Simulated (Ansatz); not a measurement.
As (A7 (α-As type)), relaxed with PBE+D3(BJ) (Ansatz, a quantum-chemistry and plane-wave program, plane waves, PAW): a = b = 3.783 Å, c = 10.112 Å, α = β = 90.00°, γ = 120.00°.

```
Item                  Value
--------------------  -----
B₀ by P(V) fit (GPa)   49.4
K_Hill (GPa)           55.0
G_Hill (GPa)           39.0
Θ_D (K)                 306
```

### Question
The same phase is relaxed and computed with LDA in the same code. What are the cell and these values now?

### Answer
a = b = 3.760 Å, c = 9.987 Å, α = β = 90.00°, γ = 120.00°.

- B₀ by P(V) fit (GPa): 55.4
- K_Hill (GPa): 60.7
- G_Hill (GPa): 40.6
- Θ_D (K): 311

All cells were relaxed under the symmetry of their starts (and spin orders); stability against distortions was not tested throughout. Spin–orbit coupling is left out wherever it is not named.

Potentials: the later of the program's two PAW sets.

Ansatz is a plane-wave DFT program.
